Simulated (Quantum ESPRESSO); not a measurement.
AlHf3O7F, input and log of a self-consistent run

Computed values, not a measurement. The program is pw.x of Quantum ESPRESSO 7.5 (plane-wave density functional theory). The cell is made up: 12 atoms on a rutile lattice, with randomly drawn elements, strain and displacements, not relaxed. PseudoDojo standard norm-conserving files (v0.5 for PBE, v0.4.1 for LDA and PBEsol) set the functional; there is no spin polarisation, spin-orbit coupling or dispersion term, and the masses in the input are unused placeholders.

The hafnium pseudopotential is less sure than the others, with forces about 3 percent (worst 6) and pressure in oxides about 1.5 GPa (worst 2.7) from a second method in checks, which no rerun with the same files tests.

Input:

```
&control calculation='scf', pseudo_dir='./dojo.nc.sr.pbe.v0_5.standard.upf', outdir='./o', disk_io='medium', tprnfor=.true., tstress=.true. /
&system ibrav=0, nat=12, ntyp=4, nbnd=50, ecutwfc=105.61755193, nosym=.true., tot_charge=0,
 occupations='smearing', smearing='fd', degauss=0.0018374661
/
&electrons conv_thr=7.350e-09, electron_maxstep=60, /
ATOMIC_SPECIES
Al 1.0 Al.upf
F 1.0 F.upf
Hf 1.0 Hf.upf
O 1.0 O.upf
CELL_PARAMETERS angstrom
4.9285 -0.0623 0.0112
-0.0623 4.8647 -0.0257
0.0149 -0.0339 6.3832
ATOMIC_POSITIONS angstrom
Al -0.0053 -0.0234 0.0234
Hf 2.4117 2.3825 1.6215
Hf 0.0116 -0.0277 3.1708
Hf 2.4465 2.3893 4.8037
O 1.4567 1.4801 -0.0085
O 3.4105 3.327 0.012
O 4.0009 0.8828 1.6176
O 0.9094 3.8958 1.5913
O 1.5034 1.4791 3.1526
F 3.3862 3.3233 3.1549
O 3.9533 0.8255 4.7899
O 0.9364 3.8879 4.8198
K_POINTS automatic
7 7 6 1 1 1
```

The log is shortened where brackets say so; the opening notice, blank lines, dates and the lines on written files are dropped, and the path of the files is cut. It prints rydbergs, bohrs and kilobars, and counts compression as positive stress. With no partly filled state, the Fermi energy that it prints is only some level between the filled and the empty states on the mesh, and need not lie in the true gap.

```
     Program PWSCF v.7.5
     Parallel version (MPI & OpenMP), running on       1 processor cores
     Number of MPI processes:                 1
     Threads/MPI process:                     1
     [start-up lines left out]
     bravais-lattice index     =            0
     lattice parameter (alat)  =       9.3143  a.u.
     unit-cell volume          =    1032.5741 (a.u.)^3
     number of atoms/cell      =           12
     number of atomic types    =            4
     number of electrons       =        88.00
     number of Kohn-Sham states=           50
     kinetic-energy cutoff     =     105.6176  Ry
     charge density cutoff     =     422.4702  Ry
     scf convergence threshold =      7.3E-09
     mixing beta               =       0.7000
     number of iterations used =            8  plain     mixing
     Exchange-correlation= PBE
                           (   1   4   3   4   0   0   0)
     [axes and pseudopotential details left out]
   Cartesian axes
     site n.     atom                  positions (alat units)
         1        Al     tau(   1) = (  -0.0010753  -0.0047475   0.0047475  )
         2        Hf     tau(   2) = (   0.4892972   0.4833729   0.3289776  )
         3        Hf     tau(   3) = (   0.0023535  -0.0056199   0.6433070  )
         4        Hf     tau(   4) = (   0.4963576   0.4847526   0.9745975  )
         5        O      tau(   5) = (   0.2955422   0.3002897  -0.0017245  )
         6        O      tau(   6) = (   0.6919385   0.6749976   0.0024346  )
         7        O      tau(   7) = (   0.8117216   0.1791067   0.3281864  )
         8        O      tau(   8) = (   0.1845034   0.7903984   0.3228505  )
         9        O      tau(   9) = (   0.3050169   0.3000868   0.6396145  )
        10        F      tau(  10) = (   0.6870084   0.6742469   0.6400811  )
        11        O      tau(  11) = (   0.8020643   0.1674814   0.9717977  )
        12        O      tau(  12) = (   0.1899813   0.7887957   0.9778640  )
     number of k points=   147  Fermi-Dirac smearing, width (Ry)=  0.0018
     Number of k-points >= 100: set verbosity='high' to print them.
     Dense  grid:   151423 G-vectors     FFT dimensions: (  64,  64,  80)
     Estimated max dynamical RAM per process >     250.94 MB
     Initial potential from superposition of free atoms
     starting charge      87.9920, renormalised to      88.0000
     Starting wfcs are   66 randomized atomic wfcs
     total cpu time spent up to now is      150.6 secs
     per-process dynamical memory:   150.4 Mb
     Self-consistent Calculation
     iteration #  1     ecut=   105.62 Ry     beta= 0.70
     Davidson diagonalization with overlap
     ethr =  1.00E-02,  avg # of iterations =  2.0
     total cpu time spent up to now is      397.1 secs
     total energy              =    -623.41689454 Ry
     estimated scf accuracy    <       4.14645612 Ry
     iteration #  2     ecut=   105.62 Ry     beta= 0.70
     Davidson diagonalization with overlap
     ethr =  4.71E-03,  avg # of iterations =  5.0
     total cpu time spent up to now is      806.0 secs
     total energy              =    -623.05939091 Ry
     estimated scf accuracy    <      10.99614430 Ry
     iteration #  3     ecut=   105.62 Ry     beta= 0.70
     Davidson diagonalization with overlap
     ethr =  4.71E-03,  avg # of iterations =  3.4
     total cpu time spent up to now is     1122.4 secs
     total energy              =    -625.37635682 Ry
     estimated scf accuracy    <       0.51706897 Ry
     iteration #  4     ecut=   105.62 Ry     beta= 0.70
     Davidson diagonalization with overlap
     ethr =  5.88E-04,  avg # of iterations =  3.4
     total cpu time spent up to now is     1467.0 secs
     total energy              =    -625.46206244 Ry
     estimated scf accuracy    <       0.11285254 Ry
     iteration #  5     ecut=   105.62 Ry     beta= 0.70
     Davidson diagonalization with overlap
     ethr =  1.28E-04,  avg # of iterations =  4.4
     total cpu time spent up to now is     1962.9 secs
     total energy              =    -625.46676781 Ry
     estimated scf accuracy    <       0.02243021 Ry
     [iterations 6 to 8 left out]
     iteration #  9     ecut=   105.62 Ry     beta= 0.70
     Davidson diagonalization with overlap
     ethr =  5.20E-08,  avg # of iterations =  4.6
     total cpu time spent up to now is     3621.5 secs
     total energy              =    -625.47404829 Ry
     estimated scf accuracy    <       0.00001626 Ry
     iteration # 10     ecut=   105.62 Ry     beta= 0.70
     Davidson diagonalization with overlap
     ethr =  1.85E-08,  avg # of iterations =  2.0
     total cpu time spent up to now is     4023.1 secs
     total energy              =    -625.47404853 Ry
     estimated scf accuracy    <       0.00000421 Ry
     iteration # 11     ecut=   105.62 Ry     beta= 0.70
     Davidson diagonalization with overlap
     ethr =  4.79E-09,  avg # of iterations =  2.1
     total cpu time spent up to now is     4451.2 secs
     total energy              =    -625.47404882 Ry
     estimated scf accuracy    <       0.00000057 Ry
     iteration # 12     ecut=   105.62 Ry     beta= 0.70
     Davidson diagonalization with overlap
     ethr =  6.48E-10,  avg # of iterations =  4.2
     total cpu time spent up to now is     4964.9 secs
     total energy              =    -625.47404904 Ry
     estimated scf accuracy    <       0.00000017 Ry
     iteration # 13     ecut=   105.62 Ry     beta= 0.70
     Davidson diagonalization with overlap
     ethr =  1.98E-10,  avg # of iterations =  2.0
     total cpu time spent up to now is     5301.8 secs
     End of self-consistent calculation
     Number of k-points >= 100: set verbosity='high' to print the bands.
     the Fermi energy is     9.4329 ev
!    total energy              =    -625.47404906 Ry
     estimated scf accuracy    <          6.8E-09 Ry
     smearing contrib. (-TS)   =       0.00000000 Ry
     internal energy E=F+TS    =    -625.47404906 Ry
     The total energy is F=E-TS. E is the sum of the following terms:
     one-electron contribution =    -196.73278177 Ry
     hartree contribution      =     142.47704374 Ry
     xc contribution           =    -157.51745089 Ry
     ewald contribution        =    -413.70086014 Ry
     convergence has been achieved in  13 iterations
     Forces acting on atoms (cartesian axes, Ry/au):
     atom    1 type  1   force =     0.00218299    0.00364134   -0.01407713
     atom    2 type  3   force =    -0.04868510   -0.05421796   -0.20621940
     atom    3 type  3   force =     0.07982480    0.09041714    0.02776436
     atom    4 type  3   force =    -0.05171287   -0.05481266    0.17278470
     atom    5 type  4   force =     0.00463741   -0.00742840    0.00376087
     atom    6 type  4   force =     0.02068293    0.02495739   -0.00333237
     atom    7 type  4   force =    -0.00675484   -0.01046366   -0.00465031
     atom    8 type  4   force =    -0.00136089   -0.00162723   -0.00761607
     atom    9 type  4   force =    -0.00286840   -0.00808053    0.02864358
     atom   10 type  2   force =     0.01645914    0.01343191    0.01812887
     atom   11 type  4   force =     0.00149296   -0.00114465   -0.00204199
     atom   12 type  4   force =    -0.01389813    0.00532731   -0.01314513
     Total force =     0.319956     Total SCF correction =     0.000188
     Computing stress (Cartesian axis) and pressure
          total   stress  (Ry/bohr**3)                   (kbar)     P=      -81.08
  -0.00062864   0.00048694  -0.00003605          -92.48       71.63       -5.30
   0.00048694  -0.00055218   0.00003966           71.63      -81.23        5.83
  -0.00003605   0.00003966  -0.00047266           -5.30        5.83      -69.53
     init_run     :    141.09s CPU    150.43s WALL (       1 calls)
     electrons    :   4999.05s CPU   5151.25s WALL (       1 calls)
     forces       :     51.18s CPU     51.68s WALL (       1 calls)
     stress       :    152.12s CPU    159.43s WALL (       1 calls)
     [timing details left out]
     PWSCF        :      1h29m CPU      1h31m WALL
     JOB DONE.
```

In other units: free energy -8510.008 eV for the cell, pressure -8.11 GPa, largest force component 5.302 eV/Å. This run is the check on a run of the same cell at a cutoff of 1143 eV and k mesh 5 x 5 x 4: rerunning at a cutoff of 1437 eV and k mesh 7 x 7 x 6 moved values by no more than 0.004 eV in energy, 0.03 GPa in stress and 0.002 eV/Å in force.